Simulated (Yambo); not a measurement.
Yambo input for MgO (rock salt, space group Fm-3m, No. 225) under isotropic strain of +2 % on all lattice vectors (a = b = c = 3.0385 Å, α = β = γ = 60.00°), on norm-conserving PBEsol (Quantum ESPRESSO, 84 Ry, no spin-orbit coupling) wavefunctions on a 18×18×18 mesh:

```
optics
chi
dipoles
kernel
FFTGvecs= 40 Ry
Chimod= "HARTREE"
NGsBlkXd= 4 Ry
% QpntsRXd
 1 | 1 |
%
% BndsRnXd
 2 | 15 |
%
GrFnTpXd= "R"
% EnRngeXd
 0.0 | 20.0 | eV
%
% DmRngeXd
 0.2 | 0.2 | eV
%
CGrdSpXd= 50
ETStpsXd= 161
% LongDrXd
 1.0 | 0.0 | 0.0 |
%
% XfnQP_E
 2.4 | 1.0 | 1.0 |
%
```

First lines of the file o-*.eps_q1_inv_rpa_dyson:

```
Absorption @ Q(1):   1.00000000     0.00000000     0.00000000    [q->0 direction]
#
# [ X ] Hartree size     :  27
# [GEN] GF Energies     : Perdew, Burke & Ernzerhof SOL(X)+Perdew, Burke & Ernzerhof SOL(C)+ user defined corrections @E
# [GEN] Green`s Function     : Retarded
#
# [GEN] Gauge     : Length
# [GEN] [r,Vnl] included     : yes
#
#    E[1] [eV]     Im(eps)     Re(eps)     Im(eps_o)     Re(eps_o)
#
     0.000000     0.502652E-8     2.763927     0.94275E-18     2.856470
     0.125000     0.597011E-3     2.764113     0.632067E-3     2.856668
     0.250000     0.001195     2.764672     0.001265     2.857259
     0.375000     0.001795     2.765605     0.001901     2.858247
     0.500000     0.002399     2.766914     0.002540     2.859632
     0.625000     0.003007     2.768600     0.003183     2.861418
     0.750000     0.003620     2.770668     0.003832     2.863606
     0.875000     0.004240     2.773120     0.004489     2.866202
     1.000000     0.004869     2.775961     0.005153     2.869210
     1.125000     0.005506     2.779197     0.005827     2.872635
     1.250000     0.006154     2.782835     0.006512     2.876484
     1.375000     0.006814     2.786879     0.007210     2.880765
     1.500000     0.007487     2.791340     0.007921     2.885484
     1.625000     0.008175     2.796225     0.008648     2.890653
     1.750000     0.008880     2.801544     0.009393     2.896280
     1.875000     0.009603     2.807309     0.010156     2.902377
     2.000000     0.010347     2.813530     0.010941     2.908957
     2.125000     0.011113     2.820223     0.011749     2.916034
     2.250000     0.011903     2.827400     0.012583     2.923622
     2.375000     0.012721     2.835078     0.013445     2.931739
     2.500000     0.013569     2.843276     0.014338     2.940402
     2.625000     0.014450     2.852011     0.015266     2.949632
     2.750000     0.015366     2.861307     0.016230     2.959452
     2.875000     0.016323     2.871185     0.017236     2.969885
     3.000000     0.017323     2.881672     0.018288     2.980958
     3.125000     0.018372     2.892797     0.019389     2.992701
     3.250000     0.019474     2.904591     0.020546     3.005147
     3.375000     0.020635     2.917088     0.021764     3.018331
     3.500000     0.021863     2.930328     0.023050     3.032293
     3.625000     0.023163     2.944353     0.024413     3.047078
     3.750000     0.024546     2.959212     0.025860     3.062736
     3.875000     0.026022     2.974957     0.027403     3.079321
     4.000000     0.027601     2.991649     0.029052     3.096896
```
(The file goes on to the top of the energy range.) Convergence of the RPA response with its 18×18×18 mesh was not tested. The scissor comes from a G0W0 run whose convergence isn't established.

Geometry strained from the cell relaxed with PBEsol, atoms relaxed again.
